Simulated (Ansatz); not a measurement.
Thermal properties of Al$_{3}$Co$_{2}$Ni from its phonons

Level of theory: Ansatz, DFT PBE, scalar-relativistic, plane waves, PAW. Cutoff 420 eV, 12×12×8 k-points (Γ-centred), Gaussian smearing of 0.20 eV. Collinear spin, site moments 0.0, 0.0, 0.0, 0.5, 0.5, 0.2 μB. Phonons by linear response, acoustic sum rule imposed.

Relaxed structure:
```
CELL_PARAMETERS angstrom
4.06242 0.00000 0.00000
-2.03121 3.51816 0.00000
0.00000 0.00000 4.97110
ATOMIC_POSITIONS crystal
Al 0.00000 0.00000 0.00000
Al 0.66667 0.33333 0.32969
Al 0.33333 0.66667 0.67031
Co 0.66667 0.33333 0.83273
Co 0.33333 0.66667 0.16727
Ni 0.00000 0.00000 0.50000
```

The cell was found from a structure generator's guess, not taken from experiment. In a metal, frequencies and elastic constants depend on the k mesh and the smearing, soft modes and shear constants most. The q mesh is coarse, so values between its points are rough.

Force constants from linear response on a 2×2×2 q mesh, interpolated to a fine mesh.

Phonon density of states, in bins of 10 cm⁻¹:
bin centre (cm⁻¹), share of modes (%) and a bar:
```
        5        0.0
       15        0.0
       25        0.0
       35        0.1
       45        0.1
       55        0.2 #
       65        0.3 #
       75        0.3 #
       85        0.5 ##
       95        0.6 ##
      105        0.8 ###
      115        1.0 ####
      125        1.4 #####
      135        1.9 #######
      145        2.7 ##########
      155        3.3 #############
      165        5.0 ###################
      175        6.2 ########################
      185        7.1 ###########################
      195        7.8 ##############################
      205        6.8 ##########################
      215        3.5 ##############
      225        0.3 #
      235        0.0
      245        0.0
      255        0.0
      265        0.2 #
      275        3.4 #############
      285        4.3 #################
      295        4.8 ###################
      305        4.8 ###################
      315        4.7 ##################
      325        3.9 ###############
      335        4.6 ##################
      345        5.5 #####################
      355        7.2 ############################
      365        5.2 ####################
      375        1.4 #####
      385        0.0
```

Task: What is the zero-point energy per atom?

Result: 46.4 meV.

Task: How large are the vibrational entropy and heat capacity at 300 K?

Result: S = 2.84 k_B and C_V = 2.64 k_B per atom, 88 % of the Dulong–Petit value.

Task: Tabulate them against temperature.

Result:
```tsv
T (K)	F_vib (meV/atom)	S (k_B/atom)	C_V (k_B/atom)
100	44.9	0.59	1.23
200	34.3	1.84	2.28
300	14.0	2.84	2.64
400	-14.0	3.62	2.79
500	-48.0	4.26	2.86
600	-87.0	4.78	2.90
700	-130.2	5.23	2.93
800	-177.0	5.62	2.95
900	-227.0	5.97	2.96
1000	-279.8	6.28	2.96
```
